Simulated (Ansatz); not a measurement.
Polymorphs of AlSiCN, each relaxed with PBEsol (plane waves, PAW; program Ansatz):

A: R3m
a = 3.115 Å, b = 3.115 Å, c = 15.224 Å, α = 90.00°, β = 90.00°, γ = 120.00°

```
atom  site  symmetry       x       y       z
----  ----  --------  ------  ------  ------
Al      3a        3m  0.0000  0.0000  0.9951
N       3a        3m  0.0000  0.0000  0.1272
Si      3a        3m  0.0000  0.0000  0.5067
C       3a        3m  0.0000  0.0000  0.6211
```

B: P3m1
a = 3.094 Å, b = 3.094 Å, c = 5.027 Å, α = 90.00°, β = 90.00°, γ = 120.00°

```csv
atom,site,symmetry,x,y,z
Al,1b,3m.,0.3333,0.6667,0.5072
Si,1c,3m.,0.6667,0.3333,0.9973
C,1b,3m.,0.3333,0.6667,0.1085
N,1c,3m.,0.6667,0.3333,0.6370
```

**Question.** Rank these by energy per atom at 0 K (lowest first), as PBEsol gives it.

**Answer.** B (+0 meV/atom), A (+432 meV/atom)

**Question.** Give each one's gap.

**Answer.** A no gap; B 3.26 eV.

Typed or built starts, not in the databases checked: A. Standing as an ambient phase not checked: B. All cells were relaxed under the symmetry of their starts (and spin orders); stability against distortions was not tested throughout.

Energies hold the estimated change up to a 700 eV cutoff; steps of a few meV lie near the error of the meshes.

Potentials: the later of the program's two PAW sets.
